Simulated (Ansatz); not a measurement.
CdSe:
```
CdSe
1.0
    0.00000     3.06665     3.06665
    3.06665     0.00000     3.06665
    3.06665     3.06665     0.00000
Se Cd
1 1
Cartesian
  4.59997   4.59997   4.59997
  0.00000   0.00000   0.00000
```

Relaxed with r²SCAN.

**Question.** Map the electron localisation function on the plane through (0.750, 0.750, 0.750) spanned by u = [1, 0, 0] and v = [-1, 1, 1] in lattice vectors, from r²SCAN (plane waves, PAW; program Ansatz).

**Answer.** x is the fraction of u, y of v (the angle between them is 90°; rows are the nearest grid lines); atoms in the plane: Se at (0.00, 0.00), Cd at (0.50, 0.25).
```
| .=#%%%*-.....-*%%%#=. |
|.:+#%%#*=.   .=*#%%#+:.|
|##%%%##+-.   .-+##%%%##|
|%%%%##*=:     :=*##%%%%|
|%%%##*+-.     .-+*##%%%|
|#**+=-.         .-=+**#|
|+==-:.           .:-==+|
|:::..             ..:::|
|                       |
|                       |
|                       |
|                       |
|        .......        |
|     .....:::.....     |
|    ...::-----::...    |
|    ..::-=+++=-::..    |
|:::...:=+*%%%*+=:...:::|
|+=-:..:=+#@@@#+=:..:-=+|
|#**=:.:-+#%@%#+-:.:=**#|
|%%%%*-.:-=+*+=-:.-*%%%%|
|%%%%%+:.:-===-:.:+%%%%%|
|##%%%#=..:::::..=#%%%##|
|.:+#%%#+:.....:+#%%#+:.|
| .=#%%%*-.....-*%%%#=. |
```
Scale: ten equal steps from 0.006 (start of ' ') to 0.917 (end of '@'), in the order ' .:-=+*#%@'; x runs from 0.000 to 1.00, y from 0.000 (bottom) to 1.00 (top).

The density is the valence pseudo-density with augmentation charge, so density and ELF within about 1 Å of a nucleus are not all-electron values.

Space group F-43m (zinc blende). The cell was relaxed with r²SCAN under the symmetry of its start.

Potentials: the later of the program's two PAW sets.
